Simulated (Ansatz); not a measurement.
The start is a relaxed P2Pd cell with every coordinate shifted by Gaussian noise of σ = 0.45 Å. Cell shape, volume and atoms are optimised at zero target pressure with r2SCAN (plane waves to 500 eV, PAW, scalar-relativistic; Ansatz, a program for electronic structure). First-step values are on the input's coarse k-mesh.

Ansatz input (later rounds restart from its end on a renewed k-mesh):
Ansatz 0.2 input:
```yaml
crystal:
  lattice:
    - [3.4467975081, -2.9324366681, 0]
    - [3.4467975081, 2.9324366681, 0]
    - [-3.0923074038, 0, 5.0081160828]
  atoms:
    - { symbol: P, position: [0.0370357756, 0.1713257418, 0.208717669] }
    - { symbol: P, position: [0.9859993891, 0.6125360809, 0.710776454] }
    - { symbol: P, position: [0.6200793317, 1.085523454, 0.2012911456] }
    - { symbol: P, position: [0.2165714871, 0.0382302392, 0.7641522017] }
    - { symbol: Pd, position: [0.4522570306, -0.001435667, 0.4990144606] }
    - { symbol: Pd, position: [-0.1032752186, 0.277864334, -0.033051528] }
basis: { ecutwfc: 500, ecutrho_ratio: 4, xc_grid: 4, fft_grid_basis: typed }
kpoints: { mp_grid: { grid: [6, 6, 5] } }
hamiltonian:
  xc: r2scan
  dispersion: none
  pseudopotentials: { kind: paw }
scf: { occupations: { method: fermi_dirac, width: 0.05 } }
relax: { f_tol: 0.01, max_steps: 100, cell: { stress_tol: 0.02 } }
output: { forces: true, stress: true }
```

**Question.** How much energy is released per atom?

**Answer.** About 2.4 eV/atom.

**Question.** How do the shortest distances between atoms change?

**Answer.** The closest pairs of elements (up to four, under 3.6 Å), start → end: P–Pd 1.55 → 2.35 Å; P–P 1.97 → 2.21 Å; Pd–Pd 2.61 → 3.14 Å.

**Question.** Is the relaxed structure metallic? Give its gap.

**Answer.** 0.67 eV, indirect (valence top at 36 % of the way from Γ to C, conduction bottom at k = (0.25, 0.25, 0.4286)) (no spin-orbit coupling).

The end point of the relaxation:

Space group C2/c (No. 15); a = 6.893 Å, b = 5.865 Å, c = 5.886 Å, α = γ = 90.00°, β = 121.69°

| atom | site | symmetry | x | y | z |
|---|---|---|---|---|---|
| P | 8f | 1 | 0.3138 | 0.3759 | 0.1660 |
| Pd | 4d | -1 | 0.2500 | 0.2500 | 0.5000 |
(The calculation used a cell of 6 atoms; values per cell refer to that cell.)

Final values are on a 8×8×7 k-mesh of the relaxed cell. The start holds a very short contact (P–Pd 1.55 Å). No spin polarisation in the result.

The cell that was disturbed is our relaxation of an entry of Materials Project.
